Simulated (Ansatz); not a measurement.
TlF:
```cif
data_F4Tl4
_chemical_formula_sum 'Tl4 F4'
_space_group_name_H-M_alt 'Pbcm'
_space_group_IT_number 57
_space_group_name_Hall '-P 2c 2b'
_cell_length_a 6.17303
_cell_length_b 5.61208
_cell_length_c 5.19053
_cell_angle_alpha 90.000
_cell_angle_beta 90.000
_cell_angle_gamma 90.000
loop_
_atom_site_label
_atom_site_type_symbol
_atom_site_symmetry_multiplicity
_atom_site_Wyckoff_symbol
_atom_site_fract_x
_atom_site_fract_y
_atom_site_fract_z
_atom_site_occupancy
Tl1 Tl 4 d 0.74806 0.00608 0.25000 1
F1 F 4 d 0.13896 0.07236 0.25000 1
```

Relaxed with r²SCAN+D4. 

### Question
HSE06 on this cell (Ansatz, a quantum-chemistry and plane-wave program, PAW) gives a gap of 3.94 eV. What does r²SCAN+D4 give?

### Answer
3.45 eV.

Cost on shared cores: the r²SCAN+D4 run (SCF on a 5×5×6 mesh, then bands and DOS) roughly 4 core-minutes, the HSE06 run (SCF on 3×3×3, then a few points) very roughly 2.6 core-minutes; the tasks are unlike.

The workflow started from a Materials Project entry (that database holds measured and hypothetical structures alike); the Crystallography Open Database files this formula in space group No. 57, but the cells were not matched. Its standing as an ambient phase is unchecked. The r²SCAN+D4 relaxation kept the symmetry of its start; its stability against distortions is not shown here. Spin–orbit coupling is left out wherever it is not named.

Potentials: the earlier of the program's two PAW sets.

Ansatz is a plane-wave DFT program.
